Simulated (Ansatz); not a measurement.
# Pd: from a starting cell to a relaxed one

The start is a generated cell, Pd placed in the AFLOW prototype A_oC8_64_f (A14, as in I). Cell shape, volume and atoms are optimised at zero target pressure with PBEsol (plane waves to 420 eV, PAW, scalar-relativistic; Ansatz, a program for electronic structure). The first steps use a coarse 12×12×5 k-mesh.

Starting cell:
```yaml
crystal:
  lattice:
    - [2.53751, -1.66099, 0.00000]
    - [2.53751, 1.66099, 0.00000]
    - [0.00000, 0.00000, 6.98306]
  atoms:
    - { symbol: Pd, position: [0.84515, 0.15485, 0.11750] }
    - { symbol: Pd, position: [0.15485, 0.84515, 0.88250] }
    - { symbol: Pd, position: [0.34515, 0.65485, 0.38250] }
    - { symbol: Pd, position: [0.65485, 0.34515, 0.61750] }
```

Problem. Does the structure survive the relaxation? Give the final space group.

Solution. The space group goes from Cmce (No. 64) to Fm-3m (No. 225); the end is fcc (Cu type), with 1 atom in the primitive cell.

Problem. By how much does the energy per atom fall from start to end?

Solution. About 2.1 eV/atom.

Problem. How do the shortest distances between atoms change?

Solution. The closest pairs of elements (up to four, under 3.6 Å), start → end: Pd–Pd 1.94 → 2.74 Å.

Problem. What does it relax into? Give the structure.

Solution. 
Space group Fm-3m (No. 225); a = b = c = 3.8756 Å, α = β = γ = 90.00°

| atom | site | symmetry | x | y | z |
|---|---|---|---|---|---|
| Pd | 4a | m-3m | 0.0000 | 0.0000 | 0.0000 |
(The calculation used a cell of 1 atom; values per cell refer to that cell.)

Final values are on a 21×21×21 k-mesh of the relaxed cell. The start holds a very short contact (Pd–Pd 1.94 Å). No spin polarisation in the result.

The run could not lose the symmetry of its start.
